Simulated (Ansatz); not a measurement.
Na2S, in the lowest among the structures calculated here: Fm-3m (No. 225), cF12, anti-fluorite type; a = 6.5115 Å, b = 6.5115 Å, c = 6.5115 Å, α = 90.00°, β = 90.00°, γ = 90.00°; Na 8c (0.250, 0.250, 0.250); S 4a (0.000, 0.000, 0.000). Method: r2SCAN (plane waves to 500 eV, PAW, scalar-relativistic; Ansatz, an electronic-structure program). Element references, the lowest calculated here: Na (P6₃/mmc, not the ambient form), S (Fddd).

Total energies (eV/atom, σ → 0; comparable only within this code, potentials and settings):

```tsv
phase	E (eV/atom)
Na2S (Fm-3m)	-1295.622
Na (P6₃/mmc)	-1488.615
S (Fddd)	-905.816
```

Question: What is the formation energy of this Fm-3m form of Na2S from the elements?

Answer: E_f = -1295.622 − [2 × (-1488.615) + 1 × (-905.816)] / 3 = -1.27 eV/atom (-3.8 eV per formula unit).

Static energies, no anion corrections, no zero-point energy. Values are rounded to 0.01 eV/atom. The compounds carry no spin polarisation.
